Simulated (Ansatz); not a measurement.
CdS:
```
CELL_PARAMETERS angstrom
      4.16469     0.00000     0.00000
     -2.08235     3.60673     0.00000
      0.00000     0.00000     6.76805
ATOMIC_POSITIONS crystal
  Cd 0.66667 0.33333 0.50007
  Cd 0.33333 0.66667 0.00007
  S  0.66667 0.33333 0.87693
  S  0.33333 0.66667 0.37693
```

Cartesian axes are those of the cell as given.

### Question
Give the high-frequency dielectric tensor and the Born effective charge tensors of the independent atoms from DFPT, plane-wave PAW r²SCAN (Ansatz code).

### Answer

ε∞:
```
5.38  0.00  0.00
0.00  5.38  0.00
0.00  0.00  5.46
```
Z* of atom 1 (Cd), rows: field, columns: displacement, in e:
```
2.15  0.00  0.00
0.00  2.15  0.00
0.00  0.00  2.23
```
Z* of atom 3 (S), rows: field, columns: displacement, in e:
```
-2.15   0.00   0.00
 0.00  -2.15   0.00
 0.00   0.00  -2.23
```

Static charges for comparison (Bader): Cd1 +0.94, S3 -0.94 e. Born charges measure polarisation by displacement and can exceed these by far.

Space group P6_3mc (wurtzite). The r²SCAN relaxation kept the symmetry of its start. Scalar-relativistic: spin–orbit coupling is off unless named, which matters more the heavier the elements.

Potentials: the earlier of the program's two PAW sets. The files were generated under PBE; for other functionals the program regenerates the frozen cores, and for LDA and PBEsol the local potential too.
